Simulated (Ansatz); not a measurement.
Values for one crystal, relaxed and computed with r²SCAN (plane waves, PAW; program Ansatz); other levels are named.

- Volume per atom = 10.99 Å³
- Band gap = 3.89 eV (indirect)
- Valence-band maximum = at X
- Electron effective mass with spin–orbit coupling, band 1 of 2 at the edge = 2.1 along [100], 1.2 along [110], 0.87 along [111] (mₑ)
- Electron effective mass with spin–orbit coupling, band 2 of 2 at the edge = 0.53 along [100], 0.66 along [110], 0.83 along [111] (mₑ)
- Pressure derivative B′ = 4.2
- Hole effective mass with spin–orbit coupling = 0.28, 3.0, 3.0 mₑ (principal values)

Which of these materials gives this?
A. CdS, wurtzite
B. BaTiO3, P4mm (Ti on 1b, Ba on 1a, O on 1b, O on 2c)
C. GaSb, zinc blende
D. ZrO2, fluorite

D, ZrO2, fluorite

Space group Fm-3m (fluorite). This is a known high-temperature phase of the composition, computed here at zero pressure and temperature. Symmetry was held in the r²SCAN relaxation; whether a distortion lowers the energy is not shown. No spin polarisation was allowed. Scalar-relativistic: spin–orbit coupling is off unless named, which matters more the heavier the elements.

Potentials: the later of the program's two PAW sets.
